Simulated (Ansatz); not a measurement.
Na (bcc (W type)), relaxed and computed with several functionals in Ansatz (plane waves, PAW). Much of their spread follows the volume that each gives.

```tsv
functional	V (Å³/atom)	B₀ by P(V) fit (GPa)
LDA	33.29	9.1
PBE+D3(BJ)	33.97	8.9
PBEsol	36.28	?
r²SCAN	37.67	7.7
PBE	36.96	7.8
```

Fit a straight line to ln B₀ against ln V and predict the withheld value.

Least squares on the 4 shown rows: ln B₀ = -1.42 × ln V + (7.188), with a scatter of 1 %. For PBEsol this gives 8.1. The run itself gave 7.9, outside the scatter: the line misses something about this case.

All cells were relaxed under the symmetry of their starts (and spin orders); stability against distortions was not tested throughout.

Potentials: the later of the program's two PAW sets.

Ansatz (a first-principles code) is a plane-wave DFT program.
